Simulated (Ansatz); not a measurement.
# HfTl2PbSe2S2 — field gradients at the nuclei

The cell is a diffraction structure from the COD, relaxed with PBE at fixed cell and then changed (all 4 S of one site replaced by Se, ions relaxed).

Space group C2/c (No. 15); a = 15.4695, b = 8.2255, c = 6.7103 Å, β = 109.26°.

| site | Wyckoff | site symmetry | x | y | z |
| --- | --- | --- | --- | --- | --- |
| Hf | 4e | 2 | 0.5000 | 0.6330 | 0.2500 |
| Tl | 8f | 1 | 0.7451 | 0.8759 | 0.2346 |
| Pb | 4e | 2 | 0.5000 | 0.1169 | 0.2500 |
| Se | 8f | 1 | 0.6029 | 0.6063 | 0.0016 |
| S | 8f | 1 | 0.6072 | 0.8397 | 0.4696 |

One atom of each set is listed; the run and its k-mesh use a cell of 16 atoms with edges of 8.76, 8.76, 6.71 Å.

Level of theory: DFT, PBE, plane waves and PAW, scalar-relativistic, 420 eV cutoff, Γ-centred 4×4×5 k-points, Fermi–Dirac smearing 0.02 eV (Ansatz 0.2.0).

Conventions: |V_zz| ≥ |V_yy| ≥ |V_xx|, η = (V_xx − V_yy)/V_zz, C_Q = eQV_zz/h.

¹⁷⁹Hf: I = 9/2, Q = 3793 mb; ³³S: I = 3/2, Q = -69.40 mb. Q values from Pyykkö, Mol. Phys. 116, 1328 (2018).

```tsv
site	atoms	first shell	V_zz (10²¹ V/m²)	η	C_Q (MHz)
Hf	2	2 S at 2.49 Å, 4 Se at 2.67–2.74 Å	4.92	0.80	451
Tl	4	3 S at 3.05–3.27 Å, 3 Se at 3.08–3.24 Å	-9.13	0.17	–
Pb	2	4 S at 2.91–2.92 Å, 2 Se at 2.97 Å	4.52	0.35	–
Se	4	2 Hf at 2.67–2.74 Å, 1 Pb at 2.97 Å, 3 Tl at 3.08–3.24 Å	6.57	0.62	–
S	4	1 Hf at 2.49 Å; also 2 Pb at 2.91–2.92 Å, 3 Tl at 3.05–3.27 Å	-3.60	0.60	6.04
```

At Se V_zz points along its one bond to Pb (within 4°). At S V_zz points along its bond to Hf (within 4°).

Tl, Pb, Se have no stable isotope with a ground-state quadrupole moment in the table, so no C_Q is given.

The substituted crystal keeps its parent's cell, where the PBE pressure is 5 GPa, so with PBE the cell would grow if it were relaxed. Spin–orbit coupling is left out, which shifts gradients on Pb and Tl by a few per cent in wide-gap crystals, and can shift them far more where the calculated gap is small or absent, as here. With a gap of 0.4 eV on this mesh, the gradients can still move by some per cent as the k-mesh gets denser.
